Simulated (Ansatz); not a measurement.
SiGe:
```xyz
2
Lattice="3.1972 0.0000 0.0000 0.0000 3.1972 0.0000 0.0000 0.0000 3.1972" Properties=species:S:1:pos:R:3 pbc="T T T"
Ge     0.0000     0.0000     0.0000
Si     1.5986     1.5986     1.5986
```

Relaxed with PBEsol. Special points in fractions of this cell's reciprocal vectors: Γ (0.000, 0.000, 0.000); X (0.000, 0.500, 0.000); M (0.500, 0.500, 0.000); R (0.500, 0.500, 0.500).

Question: List the band energies nearest the Fermi level at these points for the program Ansatz at the PBEsol with spin–orbit coupling level (PAW).

Answer: In eV from the Fermi level; about four levels below and three above (degenerate sets whole), none deeper than 8.9 eV; … stands for higher levels left out; points with the same levels are listed once.

```
k                    below                above
-  -----------------------  -------------------
Γ  -0.30 -0.30 -0.30 -0.30  3.54 3.54 3.54 3.54
X                        –  2.92 2.92 3.11 3.11
M  -5.87 -5.87 -5.82 -5.82  4.85 4.85 5.40 5.40
R  -2.02 -2.02 -2.02 -2.02                    …
```

Space group Pm-3m (CsCl type). A made-up cell: these elements were put on the sites of a structure type; neither database checked (COD, Materials Project) lists it. Whether it is the stable phase at ambient conditions was not checked. The PBEsol relaxation kept the symmetry of its start. At this level the phase is mechanically unstable.

Potentials: the later of the program's two PAW sets.
